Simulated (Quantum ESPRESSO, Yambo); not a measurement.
Sr2CuBrO2: DFT and GW levels

```cif
data_BrCuO2Sr2
_chemical_formula_sum 'O2 Cu1 Br1 Sr2'
_space_group_name_H-M_alt 'P 1'
_space_group_IT_number 1
_cell_length_a 9.72822
_cell_length_b 9.72822
_cell_length_c 9.72822
_cell_angle_alpha 24.014
_cell_angle_beta 24.014
_cell_angle_gamma 24.014
loop_
_space_group_symop_operation_xyz
  'x, y, z'
loop_
_atom_site_label
_atom_site_type_symbol
_atom_site_fract_x
_atom_site_fract_y
_atom_site_fract_z
_atom_site_occupancy
O1 O 0.43652 0.43652 0.43652 1
O2 O 0.56348 0.56348 0.56348 1
Cu1 Cu 0.50000 0.50000 0.50000 1
Br1 Br 0.00000 0.00000 0.00000 1
Sr1 Sr 0.25284 0.25284 0.25284 1
Sr2 Sr 0.74716 0.74716 0.74716 1
```

The geometry is that of Materials Project entry mp-552537, symmetrised and not relaxed again.

Starting point: norm-conserving LDA (Quantum ESPRESSO, 92 Ry, no spin-orbit coupling). G0W0 in Yambo: 4×4×4 Γ-centred k mesh, bands 5 to 149 and a 6 Ry block in the screening, 149 bands in G with the Bruneval-Gonze terminator, plasmon pole fitted at 27.2 eV.

```json
{
 "LDA gap along the band path": "2.20 eV",
 "LDA gap between the mesh's edge points (L → Γ)": "2.20 eV",
 "G0W0 gap between the same points": "4.01 eV",
 "LDA smallest direct gap on the mesh (at Γ)": "2.47 eV",
 "G0W0 direct gap at that point": "4.32 eV"
}
```

```json
[
 {"k point": "Γ", "band": "VB", "E LDA (eV)": "-0.27", "E QP (eV)": "-1.27", "shift (eV)": "-1.00", "Z": "0.74"},
 {"k point": "Γ", "band": "CB", "E LDA (eV)": "2.20", "E QP (eV)": "3.04", "shift (eV)": "0.85", "Z": "0.82"},
 {"k point": "L", "band": "VB", "E LDA (eV)": "0.00", "E QP (eV)": "-0.96", "shift (eV)": "-0.96", "Z": "0.75"},
 {"k point": "L", "band": "CB", "E LDA (eV)": "2.52", "E QP (eV)": "3.29", "shift (eV)": "0.78", "Z": "0.83"},
 {"k point": "F", "band": "VB", "E LDA (eV)": "0.00", "E QP (eV)": "-0.96", "shift (eV)": "-0.96", "Z": "0.75"},
 {"k point": "F", "band": "CB", "E LDA (eV)": "2.61", "E QP (eV)": "3.36", "shift (eV)": "0.76", "Z": "0.83"},
 {"k point": "Z", "band": "VB", "E LDA (eV)": "-0.22", "E QP (eV)": "-1.22", "shift (eV)": "-1.00", "Z": "0.74"},
 {"k point": "Z", "band": "CB", "E LDA (eV)": "2.97", "E QP (eV)": "3.83", "shift (eV)": "0.87", "Z": "0.85"}
]
```

Energies count from the LDA valence-band maximum.

Convergence of the G0W0 settings was not tested. Oxides, nitrides and fluorides with a shallow 3d shell are known to need far more bands and larger blocks.

Spin-orbit splittings are left out. The filled Cu 3d shell has no Hubbard U; semilocal functionals place it too high.
